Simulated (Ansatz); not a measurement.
Sn$_{3}$O$_{4}$:
```xyz
14
Lattice="7.6940 0.0000 0.0000 0.0000 9.3038 0.0000 0.0000 0.0000 3.2342" Properties=species:S:1:pos:R:3 pbc="T T T"
Sn     3.0363     2.9451     1.6171
Sn     4.6577     6.3587     1.6171
Sn     0.8107     7.5970     1.6171
Sn     6.8833     1.7068     1.6171
Sn     3.8470     0.0000     0.0000
Sn     0.0000     4.6519     0.0000
O      2.5553     1.6071     0.0000
O      5.1387     7.6966     0.0000
O      1.2917     6.2590     0.0000
O      6.4023     3.0447     0.0000
O      0.9403     3.6866     1.6171
O      6.7537     5.6172     1.6171
O      2.9067     8.3385     1.6171
O      4.7874     0.9653     1.6171
```

Relaxed with r²SCAN.

Map the valence electron density (e/Å³), cut off at 2 on the plane through (0.395, 0.317, 0.500) spanned by u = [1, 0, 0] and v = [0, 1, 0] in lattice vectors, from plane-wave PAW r²SCAN (Ansatz code).

x is the fraction of u, y of v (the angle between them is 90°; rows are the nearest grid lines); atoms in the plane: Sn at (0.00, 0.00), Sn at (0.21, 0.37), Sn at (0.71, 0.50), Sn at (0.50, 0.87), O at (0.73, 0.08), O at (0.48, 0.29), O at (0.98, 0.58), O at (0.23, 0.79).
```
|999962100000000000000000123443211259999|
|999821000000000113676321000000000127999|
|996211000000000159999952100000000012599|
|000001123322111599999996210000000000000|
|000013899999422399999993110000000000000|
|000024999999621112444321000000000000000|
|000013899999421001111110000000000000000|
|000001223321100000000000000000000000000|
|753110000000000000000000000000000013577|
|999410000000000000000001122322111259999|
|999520000000000000000012369996311369999|
|995210000000000000000125999999942236999|
|111001111110000000000115999999941101111|
|000125999995100000000011269995210000000|
|000149999999310001111001112221100000000|
|001259999999521247996421000000000000000|
|000124999994213699999941000000000000000|
|000001111110012499999831000000000000000|
|000000000000001247997421000000000000000|
|000000000000000001111100112222100000000|
|111100000000000000000001369999831000111|
|996321000000000000000002499999963113699|
|999831000000000000000001499999952227999|
|999962100000000000000000123443211259999|
```
Scale: ten equal steps from 0.015 (start of '0') to 2.00 (end of '9'), in the order '0123456789'; x runs from 0.000 to 1.00, y from 0.000 (bottom) to 1.00 (top).

The density is the valence pseudo-density with augmentation charge, so density and ELF within about 1 Å of a nucleus are not all-electron values.

Space group Pbam. The start of the workflow was typed in or built on a structure type; neither database checked (COD, Materials Project) lists it. Whether it is the stable phase at ambient conditions was not checked. Symmetry was held in the r²SCAN relaxation; its stability against distortions is not shown here. The volume moved by 33 % from the start of the relaxation. Scalar-relativistic: spin–orbit coupling is off unless named, which matters more the heavier the elements.

Potentials: the earlier of the program's two PAW sets.
